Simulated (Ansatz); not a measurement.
The start is a relaxed TiSi2 cell, doubled along one cell vector, shaken by Gaussian noise of σ = 0.08 Å a coordinate. Cell shape, volume and atoms are optimised at zero target pressure with r2SCAN (plane waves to 500 eV, PAW, scalar-relativistic; Ansatz, a program for electronic structure). The first steps use a coarse 9×5×4 k-mesh.

Input geometry:
```
CELL_PARAMETERS angstrom
      2.84073     0.00000     0.00000
     -2.84073     4.92029     0.00000
      0.00000     0.00000     6.21914
ATOMIC_POSITIONS crystal
  Ti 0.95398 0.00069 0.99632
  Ti 0.96734 0.48086 0.00820
  Si 0.37391 0.32552 0.35647
  Si 0.31068 0.83041 0.36973
  Si 0.66744 0.18955 0.68237
  Si 0.69961 0.66825 0.65462
```

- Initial pressure: +3 GPa (positive: the cell is compressed)
- Energy released: 0.38 eV/atom
- Relative to the parent: It does not go back: it reaches P4/mmm (No. 123), 0.28 eV/atom below the parent
- Shortest distances (start → end): The closest pairs of elements (up to four, under 3.6 Å), start → end: Si–Si 2.32 → 2.35 Å; Si–Ti 2.48 → 2.66 Å; Ti–Ti 2.71 → 2.76 Å
- Band gap at the end: no gap (metallic)
- Optimiser moves: 28

The end point of the relaxation:

```cif
data_Si2Ti
_chemical_formula_sum 'Ti1 Si2'
_space_group_name_H-M_alt 'P4/mmm'
_space_group_IT_number 123
_space_group_name_Hall '-P 4 2'
_cell_length_a 2.75677
_cell_length_b 2.75677
_cell_length_c 5.96579
_cell_angle_alpha 90.000
_cell_angle_beta 90.000
_cell_angle_gamma 90.000
loop_
_atom_site_label
_atom_site_type_symbol
_atom_site_symmetry_multiplicity
_atom_site_Wyckoff_symbol
_atom_site_fract_x
_atom_site_fract_y
_atom_site_fract_z
_atom_site_occupancy
Ti1 Ti 1 b 0.00000 0.00000 0.50000 1
Si1 Si 2 h 0.50000 0.50000 0.19675 1
```

Final values are on a 17×17×8 k-mesh of the relaxed cell. No spin polarisation in the result.

The relaxed structure here is a generated cell of TiSi2: the first start was made by placing the elements on the sites of a structure type, and the end was not matched to a known phase here, so it may be hypothetical. Known forms of TiSi2 include space group No. 63, 70.
